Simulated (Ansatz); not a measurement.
The relaxed structure here is a generated cell of Sn: the first start was made by placing the elements on the sites of a structure type, and the end was not matched to a known phase here, so it may be hypothetical. Known forms of Sn include space group No. 141, 227.

One starting cell of Sn (a generated cell, Sn built in the AFLOW prototype A_hR1_166_a (A_i)) was relaxed twice with Ansatz (plane waves, PAW, scalar-relativistic): with PBEsol at 420 eV and with PBE at 420 eV. The PBEsol result:

```xyz
1
Lattice="3.0317 0.0000 0.0000 0.0000 3.0317 0.0000 0.0000 0.0000 3.0317" Properties=species:S:1:pos:R:3 pbc="T T T"
Sn     0.0000     0.0000     0.0000
```

```
quantity                          PBEsol    PBE
--------------------------------  ------  -----
space group                        Pm-3m  Pm-3m
volume (Å³/atom)                   27.87  29.44
a (Å)                              3.032  3.088
gap (eV, no spin-orbit coupling)    0.00   0.00
```

Both levels end in the same structure; PBE's volume is 5.6 % larger. Neither column is exact.

No spin polarisation in the result.

The run could not lose the symmetry of its start, so the end can be a saddle point.

Ansatz is a quantum-chemistry and plane-wave program.
